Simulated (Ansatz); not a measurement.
# Cs2HgSe2: computed property card

Cs2HgSe2:
```xyz
10
Lattice="8.3187 0.0000 0.0000 0.0000 10.4689 0.0000 0.0000 0.0000 4.7999" Properties=species:S:1:pos:R:3 pbc="T T T"
Hg     4.1594     5.2345     0.0000
Hg     0.0000     0.0000     0.0000
Cs     3.2680     8.7208     2.4000
Cs     5.0508     1.7481     2.4000
Cs     7.4273     6.9825     2.4000
Cs     0.8914     3.4864     2.4000
Se     1.9305     6.2145     0.0000
Se     6.3883     4.2544     0.0000
Se     6.0898     9.4889     0.0000
Se     2.2289     0.9800     0.0000
```

Space group Pbam (No. 55); conventional cell a = 8.319 Å, b = 10.469 Å, c = 4.800 Å, α = β = γ = 90.00°.

Method: r²SCAN in the plane-wave PAW code Ansatz. Geometry: relaxed at this level of theory. Other levels are named where they apply.

Cell and energy:

```json
{
  "volume_per_atom": "41.80 Å³",
  "density": "4.96 g/cm³",
  "Formation energy from the elements (no fitted shifts)": "-1.05 eV/atom"
}
```

Electronic structure:

```json
{
 "band_gap": "2.27 eV (smallest direct gap 2.30 eV)",
 "valence_band_maximum": "on the Γ–X line, 79 % of the way from Γ (k = 0.396, 0.000, 0.000 in fractions of the reciprocal vectors)",
 "conduction_band_minimum": "at Γ",
 "electron_effective_mass": "0.29, 0.66, 0.73 mₑ (principal values)",
 "hole_effective_mass": "1.3, 6.5, 8.7 mₑ (principal values)"
}
```

Mechanics:

```json
{
  "Bulk modulus (Birch–Murnaghan fit)": "13.5 GPa",
  "Pressure derivative B′": "5.4"
}
```

Charges:

```json
{
 "bader_charges": "Hg +0.18, Cs +0.80, Se -0.89 e"
}
```

The workflow started from an entry of the Crystallography Open Database (COD, 100 K). Whether it is the stable phase at ambient conditions was not checked. The r²SCAN relaxation kept the symmetry of its start; whether a distortion lowers the energy is not shown. The references are the lowest solids computed at this level, not always the standard phases. Spin–orbit coupling is left out wherever it is not named.

Potentials: the later of the program's two PAW sets.
